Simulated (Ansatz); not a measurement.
## Sr₃YB₂, a known structure type with other elements, at an estimated volume

```
CELL_PARAMETERS angstrom
3.10927 5.38542 0.00000
-3.10927 5.38542 0.00000
0.00000 0.00000 3.74649
ATOMIC_POSITIONS crystal
B 0.33330 0.33340 0.00000
B 0.66660 0.66670 0.00000
Sr 0.50000 0.50000 0.50000
Sr 0.50000 0.00000 0.50000
Sr 0.00000 0.50000 0.50000
Y 0.00000 0.00000 0.00000
```

Level: r2SCAN, no spin polarisation; 500 eV; 6×6×9 Γ-centred mesh; fermi-dirac occupations (width 0.116 eV); Ansatz 0.2.0, fixed geometry.

Charges: Bader charges in e: Sr +0.96, Y +0.43, B -1.65. In the mean Sr gives up most and B takes most.
Contacts: B–Sr at 2.59 Å: least valence density 0.27 e/Å³ and ELF 0.23 there. Y–B at 3.59 Å: least valence density 0.11 e/Å³ and ELF 0.28 there. Y–Sr at 3.63 Å: least valence density 0.08 e/Å³ and ELF 0.13 there. These are pseudo-fields; inside the PAW spheres they differ from the all-electron ones.
Electronic structure: It is a metal, with about 5.5 states/eV a cell as the mean within 0.25 eV of the Fermi level, mostly B p (48 %) and Y d (28 %).
Stress: The pressure is 18.6 GPa (compression positive), so with the atoms held at these fractions the cell would first expand. The principal stresses 17.2, 17.2, 21.6 GPa differ, so its shape would change too.

Origin: a known structure type with other elements, at an estimated volume, so it need not be a known compound. Caveats: many states at the Fermi level without spin polarisation, so a magnetic state may lie lower; atoms or cell far from equilibrium.
